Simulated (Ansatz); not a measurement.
Relaxed WS2 (2H-MoS2 type, space group P6_3/mmc):

```yaml
crystal:
  lattice:
    - [3.15408, 0.00000, 0.00000]
    - [-1.57704, 2.73152, 0.00000]
    - [0.00000, 0.00000, 12.13731]
  atoms:
    - { symbol: W, position: [0.33333, 0.66667, 0.25000] }
    - { symbol: W, position: [0.66667, 0.33333, 0.75000] }
    - { symbol: S, position: [0.33333, 0.66667, 0.62026] }
    - { symbol: S, position: [0.66667, 0.33333, 0.12026] }
    - { symbol: S, position: [0.66667, 0.33333, 0.37974] }
    - { symbol: S, position: [0.33333, 0.66667, 0.87974] }
```

Calculation: PBE-D3(BJ) (plane waves to 420 eV, PAW, scalar-relativistic; Ansatz, a program for electronic structure). k mesh 10×10×3 (Γ-centred), Fermi-Dirac smearing 0.05 eV. Spin-orbit coupling is left out, though W is heavy. WS2 is run without spin polarisation. WS2 was relaxed with its symmetry unable to fall.

One atom of the cell was then moved (with its periodic images), all else fixed, and the forces (eV/Å) came out as:

```json
[
 {"atom": "W1", "Fx": "2.026", "Fy": "0.198", "Fz": "-0.447"},
 {"atom": "W2", "Fx": "0.012", "Fy": "0.001", "Fz": "-0.002"},
 {"atom": "S3", "Fx": "0.016", "Fy": "0.002", "Fz": "0.003"},
 {"atom": "S4", "Fx": "-0.060", "Fy": "0.052", "Fz": "-0.014"},
 {"atom": "S5", "Fx": "-1.988", "Fy": "-0.252", "Fz": "0.461"},
 {"atom": "S6", "Fx": "-0.005", "Fy": "-0.001", "Fz": "-0.001"}
]
```

Which atom was moved, and by which vector (Å)?

S5, by (0.19, 0.00, 0.00), 0.19 Å in all.

(A displaced cell: forces are minus the slopes of the energy, force constants its curvatures, and phonons follow from these.)
